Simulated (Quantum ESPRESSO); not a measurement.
Si2PO5N, one run as intended and one with a planted mistake

Simulated, not a measurement. The program is pw.x of Quantum ESPRESSO 7.5 (plane-wave density functional theory). The cell is made up: 9 atoms on a quartz lattice, with randomly drawn elements, strain and displacements, not relaxed. PseudoDojo standard norm-conserving files (v0.5 for PBE, v0.4.1 for LDA and PBEsol) set the functional; there is no spin polarisation, spin-orbit coupling or dispersion term, and the masses in the input are unused placeholders.

Intended input:

```
&control calculation='scf', pseudo_dir='./dojo.nc.sr.pbe.v0_5.standard.upf', outdir='./o', disk_io='low', tprnfor=.true., tstress=.true. /
&system ibrav=0, nat=9, ntyp=4, nbnd=30, ecutwfc=84.00895049, nosym=.true., tot_charge=0,
 occupations='smearing', smearing='fd', degauss=0.0018374661
/
&electrons conv_thr=7.350e-09, electron_maxstep=60, /
ATOMIC_SPECIES
N 1.0 N.upf
O 1.0 O.upf
P 1.0 P.upf
Si 1.0 Si.upf
CELL_PARAMETERS angstrom
5.1131 0.0 0.0
-2.5565 4.4281 0.0
0.0 0.0 5.6432
ATOMIC_POSITIONS angstrom
Si 2.4396 -0.0272 3.7645
Si -1.1747 2.0319 1.8329
P 1.3356 2.3477 0.0053
O 1.3536 1.1925 4.4507
O 3.3558 0.6504 2.5251
O 2.852 2.6242 0.5621
O 0.3091 1.8056 1.205
O -1.1192 3.2607 3.1355
N 0.8451 3.7413 5.0238
K_POINTS automatic
5 5 4 1 1 1
```

The log is shortened where brackets say so; the opening notice, blank lines, dates and the lines on written files are dropped, and the path of the files is cut. It prints rydbergs, bohrs and kilobars, and counts compression as positive stress. Where no state is partly filled, the Fermi energy that it prints is only some level between the filled and the empty states on the mesh, and need not lie in the true gap.

Log of the intended run:

```
     Program PWSCF v.7.5
     Parallel version (MPI & OpenMP), running on       4 processor cores
     Number of MPI processes:                 4
     Threads/MPI process:                     1
     [start-up lines left out]
     bravais-lattice index     =            0
     lattice parameter (alat)  =       9.6624  a.u.
     unit-cell volume          =     862.2312 (a.u.)^3
     number of atoms/cell      =            9
     number of atomic types    =            4
     number of electrons       =        48.00
     number of Kohn-Sham states=           30
     kinetic-energy cutoff     =      84.0090  Ry
     charge density cutoff     =     336.0358  Ry
     scf convergence threshold =      7.3E-09
     mixing beta               =       0.7000
     number of iterations used =            8  plain     mixing
     Exchange-correlation= PBE
                           (   1   4   3   4   0   0   0)
     [axes and pseudopotential details left out]
   Cartesian axes
     site n.     atom                  positions (alat units)
         1        Si     tau(   1) = (   0.4771274  -0.0053197   0.7362461  )
         2        Si     tau(   2) = (  -0.2297432   0.3973910   0.3584714  )
         3        P      tau(   3) = (   0.2612114   0.4591539   0.0010366  )
         4        O      tau(   4) = (   0.2647318   0.2332245   0.8704504  )
         5        O      tau(   5) = (   0.6563142   0.1272027   0.4938491  )
         6        O      tau(   6) = (   0.5577829   0.5132307   0.1099333  )
         7        O      tau(   7) = (   0.0604526   0.3531322   0.2356692  )
         8        O      tau(   8) = (  -0.2188887   0.6377149   0.6132288  )
         9        N      tau(   9) = (   0.1652813   0.7317087   0.9825351  )
     number of k points=    50  Fermi-Dirac smearing, width (Ry)=  0.0018
                       cart. coord. in units 2pi/alat
        k(    1) = (   0.1000000   0.1732030   0.1132580), wk =   0.0400000
        k(    2) = (   0.1000000   0.1732030   0.3397740), wk =   0.0400000
     [further k points left out]
     Dense  grid:    89619 G-vectors     FFT dimensions: (  60,  60,  64)
     Estimated max dynamical RAM per process >     181.50 MB
     Estimated total dynamical RAM >     660.36 MB
     Initial potential from superposition of free atoms
     starting charge      47.9986, renormalised to      48.0000
     Starting wfcs are   36 randomized atomic wfcs
     total cpu time spent up to now is        2.2 secs
     per-process dynamical memory:   137.4 Mb
     Self-consistent Calculation
     iteration #  1     ecut=    84.01 Ry     beta= 0.70
     Davidson diagonalization with overlap
     ethr =  1.00E-02,  avg # of iterations =  3.0
     total cpu time spent up to now is        5.5 secs
     total energy              =    -216.38142510 Ry
     estimated scf accuracy    <       2.40463454 Ry
     iteration #  2     ecut=    84.01 Ry     beta= 0.70
     Davidson diagonalization with overlap
     ethr =  5.01E-03,  avg # of iterations =  3.0
     total cpu time spent up to now is        8.7 secs
     total energy              =    -217.04007578 Ry
     estimated scf accuracy    <       2.06191805 Ry
     [iterations 3 to 10 left out]
     iteration # 11     ecut=    84.01 Ry     beta= 0.70
     Davidson diagonalization with overlap
     ethr =  5.12E-10,  avg # of iterations =  3.8
     total cpu time spent up to now is       35.8 secs
     total energy              =    -217.42858995 Ry
     estimated scf accuracy    <       0.00000003 Ry
     iteration # 12     ecut=    84.01 Ry     beta= 0.70
     Davidson diagonalization with overlap
     ethr =  5.72E-11,  avg # of iterations =  2.0
     total cpu time spent up to now is       38.5 secs
     End of self-consistent calculation
     [lines on levels left out]
     the Fermi energy is     4.0569 ev
!    total energy              =    -217.42858995 Ry
     estimated scf accuracy    <          6.9E-09 Ry
     smearing contrib. (-TS)   =      -0.00000000 Ry
     internal energy E=F+TS    =    -217.42858995 Ry
     The total energy is F=E-TS. E is the sum of the following terms:
     one-electron contribution =    -102.10735146 Ry
     hartree contribution      =      74.89556737 Ry
     xc contribution           =     -58.55805910 Ry
     ewald contribution        =    -131.65874676 Ry
     convergence has been achieved in  12 iterations
     Forces acting on atoms (cartesian axes, Ry/au):
     atom    1 type  4   force =     0.01514381   -0.01248501    0.06481572
     atom    2 type  4   force =    -0.07043037    0.06753346    0.07016010
     atom    3 type  3   force =    -0.02631212    0.07893581   -0.10939732
     atom    4 type  2   force =     0.04577151    0.00526707    0.05347936
     atom    5 type  2   force =    -0.00767762    0.03749904    0.00292569
     atom    6 type  2   force =    -0.01944441   -0.06590399    0.05853569
     atom    7 type  2   force =     0.06832282    0.00283382   -0.04528691
     atom    8 type  2   force =    -0.00404135   -0.06529700   -0.10857358
     atom    9 type  1   force =    -0.00133228   -0.04838321    0.01334126
     Total force =     0.279000     Total SCF correction =     0.000097
     Computing stress (Cartesian axis) and pressure
          total   stress  (Ry/bohr**3)                   (kbar)     P=     -169.27
  -0.00095044   0.00005165  -0.00001458         -139.81        7.60       -2.14
   0.00005165  -0.00117919  -0.00011728            7.60     -173.47      -17.25
  -0.00001458  -0.00011728  -0.00132230           -2.14      -17.25     -194.52
     init_run     :      2.12s CPU      2.18s WALL (       1 calls)
     electrons    :     36.21s CPU     36.34s WALL (       1 calls)
     forces       :      0.59s CPU      0.59s WALL (       1 calls)
     stress       :      1.91s CPU      1.91s WALL (       1 calls)
     [timing details left out]
     PWSCF        :     40.88s CPU     41.09s WALL
     JOB DONE.
```

A second run has one planted mistake: the smearing is too wide. The input lines that differ, file-writing options aside:

```
- &system ibrav=0, nat=9, ntyp=4, nbnd=30, ecutwfc=84.00895049, nosym=.true., tot_charge=0,
+ &system ibrav=0, nat=9, ntyp=4, nbnd=48, ecutwfc=84.00895049, nosym=.true., tot_charge=0,
-  occupations='smearing', smearing='fd', degauss=0.0018374661
+  occupations='smearing', smearing='fd', degauss=0.0639438206
```

Its log:

```
     Program PWSCF v.7.5
     Parallel version (MPI & OpenMP), running on       4 processor cores
     Number of MPI processes:                 4
     Threads/MPI process:                     1
     [start-up lines left out]
     bravais-lattice index     =            0
     lattice parameter (alat)  =       9.6624  a.u.
     unit-cell volume          =     862.2312 (a.u.)^3
     number of atoms/cell      =            9
     number of atomic types    =            4
     number of electrons       =        48.00
     number of Kohn-Sham states=           48
     kinetic-energy cutoff     =      84.0090  Ry
     charge density cutoff     =     336.0358  Ry
     scf convergence threshold =      7.3E-09
     mixing beta               =       0.7000
     number of iterations used =            8  plain     mixing
     Exchange-correlation= PBE
                           (   1   4   3   4   0   0   0)
     [axes and pseudopotential details left out]
   Cartesian axes
     site n.     atom                  positions (alat units)
         1        Si     tau(   1) = (   0.4771274  -0.0053197   0.7362461  )
         2        Si     tau(   2) = (  -0.2297432   0.3973910   0.3584714  )
         3        P      tau(   3) = (   0.2612114   0.4591539   0.0010366  )
         4        O      tau(   4) = (   0.2647318   0.2332245   0.8704504  )
         5        O      tau(   5) = (   0.6563142   0.1272027   0.4938491  )
         6        O      tau(   6) = (   0.5577829   0.5132307   0.1099333  )
         7        O      tau(   7) = (   0.0604526   0.3531322   0.2356692  )
         8        O      tau(   8) = (  -0.2188887   0.6377149   0.6132288  )
         9        N      tau(   9) = (   0.1652813   0.7317087   0.9825351  )
     number of k points=    50  Fermi-Dirac smearing, width (Ry)=  0.0639
                       cart. coord. in units 2pi/alat
        k(    1) = (   0.1000000   0.1732030   0.1132580), wk =   0.0400000
        k(    2) = (   0.1000000   0.1732030   0.3397740), wk =   0.0400000
     [further k points left out]
     Dense  grid:    89619 G-vectors     FFT dimensions: (  60,  60,  64)
     Estimated max dynamical RAM per process >     237.22 MB
     Estimated total dynamical RAM >     883.23 MB
     Initial potential from superposition of free atoms
     starting charge      47.9986, renormalised to      48.0000
     Starting wfcs are   36 randomized atomic wfcs +   12 random wfcs
     total cpu time spent up to now is        2.4 secs
     per-process dynamical memory:   189.2 Mb
     Self-consistent Calculation
     iteration #  1     ecut=    84.01 Ry     beta= 0.70
     Davidson diagonalization with overlap
     ethr =  1.00E-02,  avg # of iterations =  6.7
     total cpu time spent up to now is        9.5 secs
     total energy              =    -216.50275714 Ry
     estimated scf accuracy    <       2.27926228 Ry
     iteration #  2     ecut=    84.01 Ry     beta= 0.70
     Davidson diagonalization with overlap
     ethr =  4.75E-03,  avg # of iterations =  2.0
     total cpu time spent up to now is       13.8 secs
     total energy              =    -216.94425201 Ry
     estimated scf accuracy    <       2.40091681 Ry
     [iterations 3 to 10 left out]
     iteration # 11     ecut=    84.01 Ry     beta= 0.70
     Davidson diagonalization with overlap
     ethr =  3.12E-10,  avg # of iterations =  2.0
     total cpu time spent up to now is       49.8 secs
     total energy              =    -217.46456530 Ry
     estimated scf accuracy    <       0.00000001 Ry
     iteration # 12     ecut=    84.01 Ry     beta= 0.70
     Davidson diagonalization with overlap
     ethr =  2.26E-11,  avg # of iterations =  2.0
     total cpu time spent up to now is       54.0 secs
     End of self-consistent calculation
     [lines on levels left out]
     the Fermi energy is     5.2565 ev
!    total energy              =    -217.46456530 Ry
     estimated scf accuracy    <          3.5E-09 Ry
     smearing contrib. (-TS)   =      -0.14030684 Ry
     internal energy E=F+TS    =    -217.32425847 Ry
     The total energy is F=E-TS. E is the sum of the following terms:
     one-electron contribution =    -102.00376346 Ry
     hartree contribution      =      74.88389530 Ry
     xc contribution           =     -58.54564355 Ry
     ewald contribution        =    -131.65874676 Ry
     convergence has been achieved in  12 iterations
     Forces acting on atoms (cartesian axes, Ry/au):
     atom    1 type  4   force =     0.00311898    0.00110919    0.04571107
     atom    2 type  4   force =    -0.07073962    0.06727744    0.06397786
     atom    3 type  3   force =    -0.01005449    0.04346425   -0.08009264
     atom    4 type  2   force =     0.04235880    0.00156362    0.03752274
     atom    5 type  2   force =    -0.00918170    0.02673415    0.00813816
     atom    6 type  2   force =    -0.00815605   -0.05210964    0.05229747
     atom    7 type  2   force =     0.05961204    0.00304872   -0.03995560
     atom    8 type  2   force =    -0.00236061   -0.05898942   -0.09286552
     atom    9 type  1   force =    -0.00459736   -0.03209830    0.00526645
     Total force =     0.228175     Total SCF correction =     0.000113
     Computing stress (Cartesian axis) and pressure
          total   stress  (Ry/bohr**3)                   (kbar)     P=     -134.49
  -0.00070591   0.00005064  -0.00002912         -103.84        7.45       -4.28
   0.00005064  -0.00096673  -0.00012069            7.45     -142.21      -17.75
  -0.00002912  -0.00012069  -0.00107000           -4.28      -17.75     -157.40
     init_run     :      2.31s CPU      2.37s WALL (       1 calls)
     electrons    :     51.41s CPU     51.58s WALL (       1 calls)
     forces       :      0.77s CPU      0.79s WALL (       1 calls)
     stress       :      2.57s CPU      2.57s WALL (       1 calls)
     [timing details left out]
     PWSCF        :     57.13s CPU     57.43s WALL
     JOB DONE.
```

|  | intended run | run with the mistake |
| --- | --- | --- |
| free energy (eV) | -2958.267 | -2958.756 |
| smearing term -TS (eV) | 0.0000 | -1.9090 |
| pressure (GPa) | -16.93 | -13.45 |
| largest force component (eV/Å) | 2.813 | 2.388 |
| largest change of a force component (eV/Å) |  | 0.912 |
| iterations | 12 | 12 |

For scale, a rerun of the intended cell at a cutoff of 1437 eV and k mesh 7 x 7 x 6 moved values by no more than 0.003 eV in energy, 0.03 GPa in stress and 0.002 eV/Å in force. The number of bands, nbnd, was set by rule from the electron count and the smearing, so it follows the mistake.